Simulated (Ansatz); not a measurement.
The relaxed structure here is a generated cell of LiNbO3: the first start was made by placing the elements on the sites of a structure type, and the end was not matched to a known phase here, so it may be hypothetical. Known forms of LiNbO3 include space group No. 161.

One stationary structure of LiNbO3. Space group Cmcm (No. 63). These are PBE (plane waves to 420 eV, PAW, scalar-relativistic; Ansatz, a program for electronic structure) values and carry that method's errors.

```xyz
10
Lattice="2.7426 -5.1122 0.0000 2.7426 5.1122 0.0000 0.0000 0.0000 5.4797" Properties=species:S:1:pos:R:3 pbc="T T T"
Li     2.7426     0.7638     1.3699
Li     2.7426    -0.7638     4.1097
Nb     2.7426    -4.4178     4.1097
Nb     2.7426     4.4178     1.3699
O      2.7426    -2.6618     4.1097
O      4.2061     0.0000     0.0000
O      1.2791     0.0000     0.0000
O      2.7426     2.6618     1.3699
O      1.2791     0.0000     2.7398
O      4.2061     0.0000     2.7398
```

| Quantity | Result |
|---|---|
| Volume per atom | 15.37 Å³ |
| Band gap | 3.47 eV, indirect (valence top at k = (0.1429, -0.1429, 0.3333), conduction bottom at k = (0.1429, -0.1429, 0)) (no spin-orbit coupling) |
| Smallest direct gap | 3.57 eV at Y |
| Shortest distances | Nb–O 1.76 Å; Li–O 1.90 Å; O–O 2.56 Å; Nb–Nb 3.07 Å |
| k-mesh | 7×7×6 |

Band energies at high-symmetry points (eV from the VBM; labels of this space group; no spin-orbit coupling), from −5 eV up to 6.8 eV:

```json
[
 {"point": "Γ", "energies": "-3.97 -3.75 -3.56 -3.44 -3.33 -2.99 -2.12 -1.97 -1.59 -1.50 -1.32 -1.20 -0.88 -0.84 -0.31 -0.22 -0.20 -0.16 3.47 4.31 5.42 5.42 5.92 6.00 6.08 6.51"},
 {"point": "Y", "energies": "-3.95 -3.85 -3.46 -3.43 -3.35 -3.15 -2.51 -2.10 -1.85 -1.20 -0.98 -0.85 -0.78 -0.77 -0.73 -0.15 -0.14 -0.08 3.49 4.34 5.25 5.78 6.06 6.30 6.48"},
 {"point": "C0", "energies": "-3.67 -3.51 -3.48 -3.48 -3.28 -2.77 -2.36 -2.19 -1.97 -1.97 -1.31 -1.12 -0.68 -0.67 -0.59 -0.49 -0.35 -0.03 3.74 4.40 5.22 5.91 6.09 6.22 6.65"},
 {"point": "Σ0", "energies": "-3.67 -3.51 -3.48 -3.48 -3.28 -2.77 -2.36 -2.19 -1.97 -1.97 -1.31 -1.12 -0.68 -0.67 -0.59 -0.49 -0.35 -0.03 3.74 4.40 5.22 5.91 6.09 6.22 6.65"},
 {"point": "Z", "energies": "-3.96 -3.96 -3.20 -3.20 -2.52 -2.52 -2.16 -2.16 -2.16 -2.16 -1.42 -1.42 -0.93 -0.93 -0.44 -0.44 -0.11 -0.11 4.02 4.02 5.78 5.78 5.95 5.95 6.70 6.70"},
 {"point": "A0", "energies": "-3.69 -3.69 -3.34 -3.34 -2.77 -2.77 -2.33 -2.33 -1.88 -1.88 -1.23 -1.23 -0.87 -0.87 -0.53 -0.53 -0.46 -0.46 4.13 4.13 5.92 5.92 5.96 5.96"},
 {"point": "E0", "energies": "-3.69 -3.69 -3.34 -3.34 -2.77 -2.77 -2.33 -2.33 -1.88 -1.88 -1.23 -1.23 -0.87 -0.87 -0.53 -0.53 -0.46 -0.46 4.13 4.13 5.92 5.92 5.96 5.96"},
 {"point": "T", "energies": "-3.95 -3.95 -3.17 -3.17 -2.94 -2.94 -2.20 -2.20 -1.94 -1.94 -1.33 -1.33 -0.84 -0.84 -0.48 -0.48 -0.05 -0.05 4.02 4.02 5.79 5.79 6.07 6.07 6.76 6.76"}
]
```

No spin polarisation in the result.

It was reached from a disturbed copy of a P6₃/mmc (No. 194) cell, against which it lies -0.541 eV/atom.
